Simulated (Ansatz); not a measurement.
LuB2Ru3 in space group P6/mmm (No. 191; Ru on 3g, Lu on 1a, B on 2c), the program Ansatz at the r²SCAN level (PAW), all energies at zero smearing, with the estimated change up to a 700 eV cutoff added, with one set of potentials and settings (totals compare only within such a set). Cell of 6 atoms (3 Ru, 1 Lu, 2 B): -32731.997 eV.

```json
[
 {"element": "Ru", "reference phase": "P6_3/mmc, 2 atoms in the cell", "E (eV/atom)": "-5890.7039"},
 {"element": "Lu", "reference phase": "P6_3/mmc, 2 atoms in the cell", "E (eV/atom)": "-14743.6978"},
 {"element": "B", "reference phase": "R-3m, 12 atoms in the cell", "E (eV/atom)": "-156.5544"}
]
```

Formation energy per atom, worked out: (-32731.997 − 3×(-5890.7039) − 1×(-14743.6978) − 2×(-156.5544))/6 = -0.513 eV/atom (-50 kJ per mol of atoms), at 0 K, without zero-point energy or fitted corrections.

The workflow started from an entry of the Crystallography Open Database (COD). Its standing as an ambient phase is unchecked. The r²SCAN relaxation kept the symmetry of its start; its stability against distortions is not shown here. The run is not spin-polarised. The references are the lowest solids computed at this level, not always the standard phases. Spin–orbit coupling is left out wherever it is not named.

Potentials: the later of the program's two PAW sets.
